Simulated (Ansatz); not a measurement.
## Ta: from a starting cell to a relaxed one

The start is a randomly generated symmetric cell of Ta (space group No. 123). A full variable-cell relaxation at zero pressure is run with r2SCAN (plane waves to 500 eV, PAW, scalar-relativistic; Ansatz, a program for electronic structure). First-step values are on the input's coarse k-mesh.

Ansatz input (later rounds restart from its end on a renewed k-mesh):
Ansatz 0.2 input:
```yaml
crystal:
  lattice:
    - [3.2531355, 0, 0]
    - [0, 3.2531355, 0]
    - [0, 0, 2.0510112]
  atoms:
    - { symbol: Ta, position: [0.5, 0.5, 0.5] }
basis: { ecutwfc: 500, ecutrho_ratio: 4, xc_grid: 4, fft_grid_basis: typed }
kpoints: { mp_grid: { grid: [10, 10, 16] } }
hamiltonian:
  xc: r2scan
  dispersion: none
  pseudopotentials: { azcp: { folder: ./paw }, kind: paw }
scf: { occupations: { method: fermi_dirac, width: 0.05 } }
relax: { f_tol: 0.01, max_steps: 100, cell: { stress_tol: 0.02 } }
output: { forces: true, stress: true }
```

### Question
How do the shortest distances between atoms change?

### Answer
The closest pairs of elements (up to four, under 3.6 Å), start → end: Ta–Ta 2.05 → 2.73 Å.

### Question
Is the relaxed structure metallic? Give its gap.

### Answer
Zero (metallic).

### Question
What does it relax into? Give the structure.

### Answer

```cif
data_Ta
_chemical_formula_sum 'Ta1'
_space_group_name_H-M_alt 'Pm-3m'
_space_group_IT_number 221
_space_group_name_Hall '-P 4 2 3'
_cell_length_a 2.72609
_cell_length_b 2.72609
_cell_length_c 2.72609
_cell_angle_alpha 90.000
_cell_angle_beta 90.000
_cell_angle_gamma 90.000
loop_
_atom_site_label
_atom_site_type_symbol
_atom_site_symmetry_multiplicity
_atom_site_Wyckoff_symbol
_atom_site_fract_x
_atom_site_fract_y
_atom_site_fract_z
_atom_site_occupancy
Ta1 Ta 1 b 0.50000 0.50000 0.50000 1
```

Final values are on a 17×17×17 k-mesh of the relaxed cell. The start holds a very short contact (Ta–Ta 2.05 Å). No spin polarisation in the result.

The run could not lose the symmetry of its start: the end is stationary, and may be a saddle point rather than a minimum.

The relaxed structure here is a generated cell of Ta: the first start was made by a random draw of sites in a space group, and the end was not matched to a known phase here, so it may be hypothetical. Known forms of Ta include space group No. 229.
